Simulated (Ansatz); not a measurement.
Starting cell, NiO (rock salt):

```xyz
2
Lattice="0.0000 2.1079 2.1079 2.1079 0.0000 2.1079 2.1079 2.1079 0.0000" Properties=species:S:1:pos:R:3 pbc="T T T"
O      0.0000     0.0000     0.0000
Ni     2.1079     2.1079     2.1079
```

In this cell atom 1 (O, nearest neighbour Ni at 2.108 Å; its periodic images, 3.0 Å or more away, move with it) is moved by s along Cartesian [111], unit vector (0.577, 0.577, 0.577); all other atoms and the cell stay fixed.

All values below come from PBE (plane waves to 420 eV, PAW, scalar-relativistic; Ansatz, a quantum-chemistry and plane-wave program). k mesh 15×15×15 (Γ-centred), Fermi-Dirac smearing 0.05 eV. The energy includes the smearing's −TS. With partly filled bands, energies and forces of such displacements shift with the k mesh and the smearing. NiO is run spin-polarised and with no Hubbard U; the real compound is an antiferromagnetic insulator, a state that this run doesn't describe. NiO was relaxed with its symmetry unable to fall. Relaxed NiO ends ferromagnetic. The magnetic order is the one the run started from; other orders were not tried. ΔE is measured from the undisplaced structure. The last digit holds for this mesh only.

| s (Å) | ΔE (meV/cell) |
|---|---|
| -0.210 | withheld |
| -0.168 | 18.23 |
| -0.126 | 10.84 |
| -0.084 | 5.19 |
| -0.042 | 1.36 |
| 0.000 | 0.00 |
| 0.042 | 1.36 |
| 0.084 | 5.19 |
| 0.126 | 10.84 |
| 0.168 | 18.23 |
| 0.210 | withheld |

### Question
Fit an even polynomial form (powers 2, 4, 6) to the given rows and predict ΔE at s = 0.210.

### Answer
Least squares on the 9 given rows: ΔE = (791.8)·s² + (-9039)·s⁴ + (137100)·s⁶, in meV/cell with s in Å; root-mean-square residual 0.005 meV/cell. At 0.210 the fit gives 29.10 meV/cell; the calculation gives 28.96 meV/cell, so the extrapolation is off by 0.14 (+0.5 %). The quadratic term alone would give 34.92 meV/cell.

(For displaced atoms, the force is minus the slope of the energy, and its curvature is a force constant, which sets phonon frequencies.)
